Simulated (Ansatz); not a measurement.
Zr:
```
Zr
1.0
    2.48576    -4.30646     0.00000
    2.48576     4.30646     0.00000
    0.00000     0.00000     3.11116
Zr
3
Cartesian
  0.00000   0.00000   1.55558
  2.48576  -1.43558   0.00000
  2.48576   1.43558   0.00000
```

Relaxed with PBEsol. Special points in fractions of this cell's reciprocal vectors: Γ (0.000, 0.000, 0.000); Y (-0.500, 0.500, 0.000); C0 (-0.333, 0.667, 0.000); Σ0 (0.333, 0.333, 0.000); Z (0.000, 0.000, 0.500); A0 (0.333, 0.333, 0.500); E0 (-0.333, 0.667, 0.500); T (-0.500, 0.500, 0.500); S (0.000, 0.500, 0.000); R (0.000, 0.500, 0.500).

Question: List the band energies nearest the Fermi level at these points for plane-wave PAW PBEsol (Ansatz code).

Answer: In eV from the Fermi level; about four levels below and three above (degenerate sets whole), none deeper than 8.9 eV; points with the same levels are listed once.

```json
[
 {"k": "Γ", "below": "-0.48 -0.48 -0.43 -0.43 -0.17", "above": "0.86 1.67 1.68"},
 {"k": "Y", "below": "-0.66 -0.64 -0.51 -0.01", "above": "0.73 1.11 1.77"},
 {"k": "C0", "below": "-3.01 -3.01 -0.51 -0.51 -0.08", "above": "0.25 0.71 0.72"},
 {"k": "Z", "below": "-2.12 -1.96 -1.96 -1.34", "above": "1.23 1.24 1.73 1.73"},
 {"k": "A0", "below": "-1.59 -1.59 -1.14 -1.07 -1.06", "above": "0.54 0.55 0.94 0.94"},
 {"k": "T", "below": "-2.03 -1.56 -0.83 -0.46", "above": "0.28 0.95 1.32"},
 {"k": "S", "below": "-0.66 -0.63 -0.51 -0.01", "above": "0.73 1.11 1.77"},
 {"k": "R", "below": "-2.03 -1.56 -0.83 -0.46", "above": "0.28 0.95 1.33"}
]
```

Space group P6/mmm. This is a known high-pressure phase of the composition, computed here at zero pressure and temperature. The PBEsol relaxation kept the symmetry of its start; whether a distortion lowers the energy is not shown. No spin polarisation was allowed. Point labels and valley counts follow the cell and symmetry of the run, lower than the named group. Scalar-relativistic: spin–orbit coupling is off unless named, which matters more the heavier the elements.

Potentials: the later of the program's two PAW sets.
